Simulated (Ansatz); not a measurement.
**CsH (Pm-3m): effective masses from band slopes**

Computed with r²SCAN, PAW on Ansatz 0.2.0's default frozen-core files (fitted under PBE), scalar-relativistic; not a measurement.

The cell comes from a PAW relaxation under the same functional.

The structure is one entry of a database and needn't be the stable phase.

The run reads the converged density of an earlier one (folder ck) and closes the SCF again from it before it solves the listed points.

Command line:

```sh
ansatz run input.yaml --threads 1 --pin off --max-ram 3072MiB --backend cpu --events-out ev --progress --plain --runs-dir out
```

input.yaml:

```yaml
crystal:
  lattice:
    - [3.81840854, 0.0, 0.0]
    - [0.0, 3.81840854, 0.0]
    - [0.0, 0.0, 3.81840854]
  atoms:
    - { symbol: Cs, position: [0.0, 0.0, 0.0] }
    - { symbol: H, position: [0.5, 0.5, 0.5] }
kpoints:
  mp_grid: { grid: [6, 6, 6] }
scf:
  occupations: { method: fixed }
hamiltonian:
  xc: r2scan
  pseudopotentials: { kind: paw }
output:
  eigenstates:
    kpoints:
      - [-0.5, -0.5, -0.5]
      - [-0.496961407, -0.5, -0.5]
      - [-0.493922814, -0.5, -0.5]
      - [-0.487845628, -0.5, -0.5]
      - [-0.5, -0.496961407, -0.5]
      - [-0.5, -0.493922814, -0.5]
      - [-0.5, -0.487845628, -0.5]
      - [-0.5, -0.5, -0.496961407]
      - [-0.5, -0.5, -0.493922814]
      - [-0.5, -0.5, -0.487845628]
      - [-0.49785139, -0.49785139, -0.5]
      - [-0.495702781, -0.495702781, -0.5]
      # ... 85 further points ...
      - [0.00701733, 0.00701733, -0.49298267]
      - [0.0012405, 0.0012405, -0.502481001]
      - [0.002481001, 0.002481001, -0.504962002]
      - [0.004962002, 0.004962002, -0.509924003]
    de_dk: true
    e_range: [-3, 6.183392889507]
checkpoint:
  read: ck
```

Output:

```
Warning: RAYON_NUM_THREADS=1 ignored (pool sized by the plan → 1); use --threads N
Engine: ansatz 0.2.0, x86_64-unknown-linux-gnu
Pseudopotentials: kind: paw
Pseudopotential: Cs, paw, valence charge 9, recommended cutoff 500 eV (meta_gga), Cs.paw.azcp
Pseudopotential: H, paw, valence charge 1, recommended cutoff 500 eV (meta_gga), H.paw.azcp
Functional definition: r2SCAN
  parameter k0 = 0.174
  parameter k1 = 0.065
  parameter a1 = 4.9479
  exchange = r2scan_x(k0 = k0, k1 = k1, a1 = a1)
  correlation = r2scan_c
Crystal: 2 atoms, lattice volume = 55.673 Å³
Basis set: ecut = 500 eV, 1365 PW (Γ), exchange–correlation on 120×120×120 points (64 copies of the dense FFT grid, shifted against one another)
Bands: 9, of which v1, the nominal top of the filled ones, is band 5 counted from 1 (4 counted from 0)
Symmetry: 48 space group operations
Space group: Pm-3m (ITA 221), of the structure as read, at distance tolerance 3.8e-5 Å
k-points: 20 of 216
Non-local potential: Cs, projectors of the file, l = 0: 3, l = 1: 2, l = 2: 2, l = 3: 2
Non-local potential: H, projectors of the file, l = 0: 2, l = 1: 1
PAW form: soft (Blöchl's): semilocal exchange-correlation on the pseudo side does not see the compensation charge
PAW frozen core: Cs, regenerated for the run's functional (the file was generated under x = pbe(κ = 0.804, μ = 0.2195149727645171), c = pbe(β = 0.06672455060314922))
PAW one-centre angular grid: Cs, 302 points (default); XC on 160 Gauss nodes
PAW one-centre angular grid: H, 302 points (default); XC on 160 Gauss nodes
Initial density: read from a saved state, or passed on in memory by an earlier SCF of this step, an earlier step, the calling program or the single point that the run made first
Stability of the state it starts from, as read at its close in the unpolarized treatment: not read negative (Ritz values of 1 − χ₀K, real part plus size of imaginary part, from 0.92 to 1.1, by its mixing steps under the symmetry ...
Initial wavefunctions: pseudopotential atomic-orbital guess
Functional: x = r2scan, c = r2scan; τ floored in thin density (d = 2e-4 eV/Å³)
iter 1 solved again at ethr=2.09e-6 eV; its pass at ethr=3.10e-3 eV (dr2=2.09e-4 eV) is discarded
SCF iter   1: F=—  HF=-5702.361343 eV  |F-HF|=—  |Δ(HF+E_count)|=         —  Δρ=1.01e-6  dr2=6.49e-10  dr2_τ=3.97e-11  ethr=2.09e-6  ⟨swp⟩=2.1  Hψ=1640  notcnv=0  defer=38
eigensolver tolerance schedule: the retry pair's looser diagonalisation over-reported the residual by 321657.62 of it (diagonalisation noise at an unbounded share of the residual, at the tolerance the schedule requests for it); ...
preconditioner: auto → none  [insulator: Δε(μ)=3.183 eV  Ē_g=12.554 eV  n_scr=6 (ndim 8)  ℏωp=14.1 eV  f_vac=0.000  ε∞_Penn≈2.3]
SCF iter   2: F=—  HF=-5702.361343 eV  |F-HF|=—  |Δ(HF+E_count)|=   1.06e-7  Δρ=7.46e-7  dr2=4.17e-10  dr2_τ=3.65e-11  ethr=6.49e-12  ⟨swp⟩=3.8  Hψ=406  notcnv=0  defer=27
SCF iter   3: F=—  HF=-5702.361343 eV  |F-HF|=—  |Δ(HF+E_count)|=  1.17e-10  Δρ=4.13e-7  dr2=1.16e-10  dr2_τ=6.08e-12  ethr=4.17e-12  ⟨swp⟩=1.5  Hψ=193  notcnv=0  defer=27
SCF iter   4: F=—  HF=-5702.361343 eV  |F-HF|=—  |Δ(HF+E_count)|=  3.00e-11  Δρ=2.25e-7  dr2=3.02e-11  dr2_τ=1.63e-12  ethr=1.16e-12  ⟨swp⟩=1.6  Hψ=202  notcnv=0  defer=27
SCF iter   5: F=-5702.361343 eV  HF=-5702.361343 eV  |F-HF|=7.28e-12  |Δ(HF+E_count)|=    0.00e0  Δρ=8.28e-8  dr2=4.04e-12  dr2_τ=2.48e-13  ethr=1.00e-12  ⟨swp⟩=5.4  Hψ=1208  notcnv=0
SCF 1 converged in 5 iterations: F = -5702.361343 eV  dr2 = 4.04e-12
  greatest PAW one-centre occupation: 0.913 electrons in one spin orbital (limit 2), on the Cs atom at site 0 (counted from 0), in its partial waves of l = 0
NSCF: frozen V_eff on 101 k-points
SCF converged after 5 iterations
Free energy (F): -5702.361343 eV
Harris-Foulkes:  -5702.361343 eV  (|F-HF|=7.28e-12)
Internal energy: -5702.361343 eV  (E = F + TS)
E sigma→0 (E₀):  -5702.361343 eV
Fermi energy:    4.148192 eV
--- Per-component energies (eV) ---
  E_band       = -56.732948
  E_kinetic    = 155.642992
  E_local      = -234.821539  (includes V_loc(G=0)·N_el)
  E_nonlocal   = 30.482729
  E_hartree    = 77.885343
  E_xc         = -172.013687
  E_vxc        = -150.548858  (∫ρ·V_xc dr)
  E_paw        = -5093.678530  (= ΣΔE_a)
  E_vpaw       = -20.256602  (= ΣTr[D̂ρ^β])
  E_aug_tail   = -0.000413  (compensation charges beyond the density's cutoff)
  E_vtau       = 6.998072  (kinetic-family band-sum trace: ∫τ·v_τ [+ j·A + Jᵃ·Aᵃ] dr)
  E_ewald      = -465.908117
  E_core_change = 0.049879  (= ΣΔE_core)
  E_smearing   = -0.000000  (= −TS)
  E_closure    = 0.000000  (closes the sum)
  Σ components = -5702.361343   (vs F -5702.361343, Δ=0.00e0)
```

The calculation finished and met its thresholds.

### Band extrema

Band extrema of a crystal from Kohn-Sham levels and slopes, searched on the fine mesh and refined; masses in electron masses from slopes a step away, negative for holes; Cartesian axes as in the input; principal masses of single bands.

| Property | Result |
| --- | --- |
| Fine mesh | 10, 10, 10 |
| Band gap | 3.183 eV |
| Least direct gap on mesh | 3.183 eV |

```tsv
side	point	k a (r.l.u.)	k b (r.l.u.)	k c (r.l.u.)	valleys	level (eV over the valence top)	mass light (mₑ)	mass middle (mₑ)	mass heavy (mₑ)
conduction	R	-0.5	-0.5	-0.5	1	3.183	–	–	–
conduction	X	0	0	-0.5	3	3.245	0.3476	0.4087	0.4087
conduction	Gamma	0	0	0	1	3.839	–	–	–
valence	R	-0.5	-0.5	-0.5	1	0	-0.517	-0.517	-0.517
valence	X	0	0	-0.5	3	-0.23	-0.4854	-1.192	-1.192
```

Masses along directions:

Branches counted from each extremum; the finite step makes the lightest masses up to 3 per cent heavy.

| Item | Value |
| --- | --- |
| Fine mesh | 10, 10, 10 |

| side | point | k a (r.l.u.) | k b (r.l.u.) | k c (r.l.u.) | direction | number | level from its edge (eV) | band mass (mₑ) |
| --- | --- | --- | --- | --- | --- | --- | --- | --- |
| conduction | R | -0.5 | -0.5 | -0.5 | 100 | 1 | 0 | 0.526 |
| conduction | R | -0.5 | -0.5 | -0.5 | 100 | 2 | 0 | 0.526 |
| conduction | R | -0.5 | -0.5 | -0.5 | 100 | 3 | 0 | 0.2864 |
| conduction | R | -0.5 | -0.5 | -0.5 | 010 | 1 | 0 | 0.526 |
| conduction | R | -0.5 | -0.5 | -0.5 | 010 | 2 | 0 | 0.526 |
| conduction | R | -0.5 | -0.5 | -0.5 | 010 | 3 | 0 | 0.2864 |
| conduction | R | -0.5 | -0.5 | -0.5 | 001 | 1 | 0 | 0.526 |
| conduction | R | -0.5 | -0.5 | -0.5 | 001 | 2 | 0 | 0.526 |
| conduction | R | -0.5 | -0.5 | -0.5 | 001 | 3 | 0 | 0.2864 |
| conduction | R | -0.5 | -0.5 | -0.5 | 110 | 1 | 0 | 1.101 |
| conduction | R | -0.5 | -0.5 | -0.5 | 110 | 2 | 0 | 0.526 |
| conduction | R | -0.5 | -0.5 | -0.5 | 110 | 3 | 0 | 0.223 |
| conduction | R | -0.5 | -0.5 | -0.5 | 111 | 1 | 0 | 0.8071 |
| conduction | R | -0.5 | -0.5 | -0.5 | 111 | 2 | 0 | 0.8071 |
| conduction | R | -0.5 | -0.5 | -0.5 | 111 | 3 | 0 | 0.2077 |
| conduction | R | -0.5 | -0.5 | -0.5 | 11-2 | 1 | 0 | 0.8525 |
| conduction | R | -0.5 | -0.5 | -0.5 | 11-2 | 2 | 0 | 0.6369 |
| conduction | R | -0.5 | -0.5 | -0.5 | 11-2 | 3 | 0 | 0.2197 |
| conduction | X | 0 | 0 | -0.5 | 100 | 1 | 0.062 | 0.4087 |
| conduction | X | 0 | 0 | -0.5 | 010 | 1 | 0.062 | 0.4087 |
| conduction | X | 0 | 0 | -0.5 | 001 | 1 | 0.062 | 0.3476 |
| conduction | X | 0 | 0 | -0.5 | 110 | 1 | 0.062 | 0.4087 |
| conduction | X | 0 | 0 | -0.5 | 101 | 1 | 0.062 | 0.3757 |
| conduction | X | 0 | 0 | -0.5 | 111 | 1 | 0.062 | 0.386 |
| conduction | X | 0 | 0 | -0.5 | 11-2 | 1 | 0.062 | 0.3658 |
| conduction | Gamma | 0 | 0 | 0 | 100 | 1 | 0.656 | 1.687 |
| conduction | Gamma | 0 | 0 | 0 | 100 | 2 | 0.656 | 0.4327 |
| conduction | Gamma | 0 | 0 | 0 | 010 | 1 | 0.656 | 1.687 |
| conduction | Gamma | 0 | 0 | 0 | 010 | 2 | 0.656 | 0.4327 |
| conduction | Gamma | 0 | 0 | 0 | 001 | 1 | 0.656 | 1.687 |
| conduction | Gamma | 0 | 0 | 0 | 001 | 2 | 0.656 | 0.4327 |
| conduction | Gamma | 0 | 0 | 0 | 110 | 1 | 0.656 | 0.9785 |
| conduction | Gamma | 0 | 0 | 0 | 110 | 2 | 0.656 | 0.5316 |
| conduction | Gamma | 0 | 0 | 0 | 111 | 1 | 0.656 | 0.6887 |
| conduction | Gamma | 0 | 0 | 0 | 111 | 2 | 0.656 | 0.6887 |
| conduction | Gamma | 0 | 0 | 0 | 11-2 | 1 | 0.656 | 0.9785 |
| conduction | Gamma | 0 | 0 | 0 | 11-2 | 2 | 0.656 | 0.5316 |
| valence | R | -0.5 | -0.5 | -0.5 | 100 | 1 | 0 | -0.5171 |
| valence | R | -0.5 | -0.5 | -0.5 | 010 | 1 | 0 | -0.5171 |
| valence | R | -0.5 | -0.5 | -0.5 | 001 | 1 | 0 | -0.5171 |
| valence | R | -0.5 | -0.5 | -0.5 | 110 | 1 | 0 | -0.5171 |
| valence | R | -0.5 | -0.5 | -0.5 | 111 | 1 | 0 | -0.5171 |
| valence | R | -0.5 | -0.5 | -0.5 | 11-2 | 1 | 0 | -0.5171 |
| valence | X | 0 | 0 | -0.5 | 100 | 1 | -0.23 | -1.192 |
| valence | X | 0 | 0 | -0.5 | 010 | 1 | -0.23 | -1.192 |
| valence | X | 0 | 0 | -0.5 | 001 | 1 | -0.23 | -0.4854 |
| valence | X | 0 | 0 | -0.5 | 110 | 1 | -0.23 | -1.192 |
| valence | X | 0 | 0 | -0.5 | 101 | 1 | -0.23 | -0.6901 |
| valence | X | 0 | 0 | -0.5 | 111 | 1 | -0.23 | -0.8026 |
| valence | X | 0 | 0 | -0.5 | 11-2 | 1 | -0.23 | -0.605 |

Keep in mind: frozen-core PAW files fitted under PBE, their cores solved anew for the functional of the run; no spin-orbit coupling on heavy atoms; semilocal gaps are low, and what follows the gap (onsets, screening, light masses) shifts with it.

It took 2.9 s on 1 thread of Intel(R) Xeon(R) 6975P-C (Granite Rapids) (shared host), peak memory 0.4 GiB.
